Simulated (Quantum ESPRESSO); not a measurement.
# Ti5LiCuSn: input and log of a self-consistent run

A calculation, not a measurement. The program is pw.x of Quantum ESPRESSO 7.5 (plane-wave density functional theory). The cell is made up: eight metal atoms on a face-centred cubic lattice, with elements, volume, strain and displacements drawn at random and not relaxed, so it may be unstable or far from any real phase. PseudoDojo standard norm-conserving files set the functional (PBE unless stated); there is no spin polarisation or spin-orbit coupling, the Fermi-Dirac width of 0.25 eV means electrons at about 2900 K, and the masses in the input are unused placeholders. The copper pseudopotential is less sure than most, with forces differing by about three percent and pressure by about two GPa from a second method on plain copper. The tin pseudopotential is less sure than most, with forces differing by about three percent from a second method on plain tin. A spin test at this wide smearing found no moment, but such smearing suppresses magnetism that the real alloy may have.

Input:

```
&control calculation='scf', pseudo_dir='./dojo.nc.sr.pbe.v0_5.standard.upf', outdir='./o', disk_io='minimal', tprnfor=.true., tstress=.true. /
&system ibrav=0, nat=8, ntyp=4, nbnd=62, ecutwfc=92.02030273, nosym=.true., tot_charge=0,
 occupations='smearing', smearing='fd', degauss=0.0183746611
/
&electrons conv_thr=1.470e-08, electron_maxstep=70, mixing_beta=0.5 /
ATOMIC_SPECIES
Cu 1.0 Cu.upf
Li 1.0 Li.upf
Sn 1.0 Sn.upf
Ti 1.0 Ti.upf
CELL_PARAMETERS angstrom
0.0 4.0386 4.0386
4.0386 0.0 4.0386
4.0386 4.0386 0.0
ATOMIC_POSITIONS angstrom
Ti -0.0232 -0.0828 0.0241
Li 1.975 2.0687 -0.0609
Ti 2.0065 0.0231 1.7761
Cu 4.0411 2.0483 2.0231
Ti -0.0428 2.0656 1.9793
Sn 2.018 3.9532 1.992
Ti 2.0749 2.0588 4.0349
Ti 4.0831 4.0629 4.0455
K_POINTS automatic
5 5 5 1 1 1
```

The log is shortened where brackets say so; the opening notice, blank lines, dates and the lines on written files are dropped, and the path of the files is cut. It prints rydbergs, bohrs and kilobars, and counts compression as positive stress. Its total energy is the free energy E - TS of the whole cell.

```
     Program PWSCF v.7.5
     Parallel version (MPI & OpenMP), running on       4 processor cores
     Number of MPI processes:                 4
     Threads/MPI process:                     1
     [start-up lines left out]
     bravais-lattice index     =            0
     lattice parameter (alat)  =      10.7931  a.u.
     unit-cell volume          =     889.0355 (a.u.)^3
     number of atoms/cell      =            8
     number of atomic types    =            4
     number of electrons       =        96.00
     number of Kohn-Sham states=           62
     kinetic-energy cutoff     =      92.0203  Ry
     charge density cutoff     =     368.0812  Ry
     scf convergence threshold =      1.5E-08
     mixing beta               =       0.5000
     number of iterations used =            8  plain     mixing
     Exchange-correlation= PBE
                           (   1   4   3   4   0   0   0)
     [axes and pseudopotential details left out]
   Cartesian axes
     site n.     atom                  positions (alat units)
         1        Ti     tau(   1) = (  -0.0040620  -0.0144972   0.0042196  )
         2        Li     tau(   2) = (   0.3457970   0.3622027  -0.0106628  )
         3        Ti     tau(   3) = (   0.3513123   0.0040445   0.3109722  )
         4        Cu     tau(   4) = (   0.7075445   0.3586309   0.3542187  )
         5        Ti     tau(   5) = (  -0.0074937   0.3616599   0.3465499  )
         6        Sn     tau(   6) = (   0.3533258   0.6921543   0.3487735  )
         7        Ti     tau(   7) = (   0.3632882   0.3604693   0.7064590  )
         8        Ti     tau(   8) = (   0.7148982   0.7113614   0.7083149  )
     number of k points=    63  Fermi-Dirac smearing, width (Ry)=  0.0184
                       cart. coord. in units 2pi/alat
        k(    1) = (   0.0707107   0.0707107   0.0707107), wk =   0.0320000
        k(    2) = (   0.2121320   0.2121320  -0.0707107), wk =   0.0320000
     [further k points left out]
     Dense  grid:   106019 G-vectors     FFT dimensions: (  72,  72,  72)
     Estimated max dynamical RAM per process >     376.78 MB
     Estimated total dynamical RAM >       1.40 GB
     Initial potential from superposition of free atoms
     starting charge      95.9856, renormalised to      96.0000
     Starting wfcs are   71 randomized atomic wfcs
     total cpu time spent up to now is        8.0 secs
     per-process dynamical memory:   300.6 Mb
     Self-consistent Calculation
     iteration #  1     ecut=    92.02 Ry     beta= 0.50
     Davidson diagonalization with overlap
     ethr =  1.00E-02,  avg # of iterations =  2.6
     total cpu time spent up to now is       25.6 secs
     total energy              =   -1125.77492785 Ry
     estimated scf accuracy    <      27.41039715 Ry
     iteration #  2     ecut=    92.02 Ry     beta= 0.50
     Davidson diagonalization with overlap
     ethr =  1.00E-02,  avg # of iterations =  4.0
     total cpu time spent up to now is       46.6 secs
     total energy              =   -1141.07720964 Ry
     estimated scf accuracy    <      74.43860683 Ry
     iteration #  3     ecut=    92.02 Ry     beta= 0.50
     Davidson diagonalization with overlap
     ethr =  1.00E-02,  avg # of iterations =  3.7
     total cpu time spent up to now is       64.5 secs
     total energy              =   -1145.61371897 Ry
     estimated scf accuracy    <       9.52121049 Ry
     iteration #  4     ecut=    92.02 Ry     beta= 0.50
     Davidson diagonalization with overlap
     ethr =  9.92E-03,  avg # of iterations =  1.9
     total cpu time spent up to now is       79.1 secs
     total energy              =   -1145.29349462 Ry
     estimated scf accuracy    <       4.48688008 Ry
     iteration #  5     ecut=    92.02 Ry     beta= 0.50
     Davidson diagonalization with overlap
     ethr =  4.67E-03,  avg # of iterations =  3.7
     total cpu time spent up to now is       94.5 secs
     total energy              =   -1144.91958807 Ry
     estimated scf accuracy    <       2.74011559 Ry
     [iterations 6 to 16 left out]
     iteration # 17     ecut=    92.02 Ry     beta= 0.50
     Davidson diagonalization with overlap
     ethr =  9.03E-08,  avg # of iterations =  1.8
     total cpu time spent up to now is      319.4 secs
     total energy              =   -1144.83437317 Ry
     estimated scf accuracy    <       0.00003312 Ry
     iteration # 18     ecut=    92.02 Ry     beta= 0.50
     Davidson diagonalization with overlap
     ethr =  3.45E-08,  avg # of iterations =  1.4
     total cpu time spent up to now is      335.0 secs
     total energy              =   -1144.83437369 Ry
     estimated scf accuracy    <       0.00000618 Ry
     iteration # 19     ecut=    92.02 Ry     beta= 0.50
     Davidson diagonalization with overlap
     ethr =  6.44E-09,  avg # of iterations =  4.5
     total cpu time spent up to now is      354.5 secs
     total energy              =   -1144.83437423 Ry
     estimated scf accuracy    <       0.00000084 Ry
     iteration # 20     ecut=    92.02 Ry     beta= 0.50
     Davidson diagonalization with overlap
     ethr =  8.70E-10,  avg # of iterations =  5.4
     total cpu time spent up to now is      375.7 secs
     total energy              =   -1144.83437432 Ry
     estimated scf accuracy    <       0.00000081 Ry
     iteration # 21     ecut=    92.02 Ry     beta= 0.50
     Davidson diagonalization with overlap
     ethr =  8.47E-10,  avg # of iterations =  2.0
     total cpu time spent up to now is      392.4 secs
     End of self-consistent calculation
     [lines on levels left out]
!    total energy              =   -1144.83437442 Ry
     estimated scf accuracy    <          4.6E-09 Ry
     smearing contrib. (-TS)   =      -0.14739806 Ry
     internal energy E=F+TS    =   -1144.68697636 Ry
     The total energy is F=E-TS. E is the sum of the following terms:
     one-electron contribution =    -550.93336957 Ry
     hartree contribution      =     314.05026878 Ry
     xc contribution           =    -181.66672722 Ry
     ewald contribution        =    -726.13714834 Ry
     convergence has been achieved in  21 iterations
     Forces acting on atoms (cartesian axes, Ry/au):
     atom    1 type  4   force =     0.00370492    0.01101748   -0.02188631
     atom    2 type  2   force =    -0.00308491   -0.00543754   -0.01093071
     atom    3 type  4   force =     0.00378984    0.00800021    0.04426161
     atom    4 type  1   force =     0.00537816   -0.00786421   -0.00283190
     atom    5 type  4   force =    -0.00253511   -0.01717205    0.00356663
     atom    6 type  3   force =     0.00467333    0.02626332    0.01041540
     atom    7 type  4   force =    -0.01466827   -0.02797186    0.00353209
     atom    8 type  4   force =     0.00274204    0.01316465   -0.02612682
     Total force =     0.076919     Total SCF correction =     0.000226
     Computing stress (Cartesian axis) and pressure
          total   stress  (Ry/bohr**3)                   (kbar)     P=       47.05
   0.00041394   0.00004474  -0.00005289           60.89        6.58       -7.78
   0.00004474   0.00025728  -0.00010133            6.58       37.85      -14.91
  -0.00005289  -0.00010133   0.00028837           -7.78      -14.91       42.42
     init_run     :      7.20s CPU      7.50s WALL (       1 calls)
     electrons    :    383.58s CPU    384.41s WALL (       1 calls)
     forces       :      2.02s CPU      2.03s WALL (       1 calls)
     stress       :      6.82s CPU      6.82s WALL (       1 calls)
     [timing details left out]
     PWSCF        :   6m40.22s CPU   6m41.38s WALL
     JOB DONE.
```

In other units: free energy -15576.265 eV for the cell, pressure 4.71 GPa, largest force component 1.138 eV/Å in size. The run took 403 s of wall time with four MPI processes on a shared machine (Intel Xeon, 2023 or later, virtual cores), so the time is rough. A rerun of this cell at a higher cutoff and on a denser mesh moved values by no more than 0.002 eV in energy, 0.02 GPa in stress and 0.003 eV/Å in force, and a second program with other atomic files agreed on that cell to 2 % rms in force and 0.5 GPa in pressure.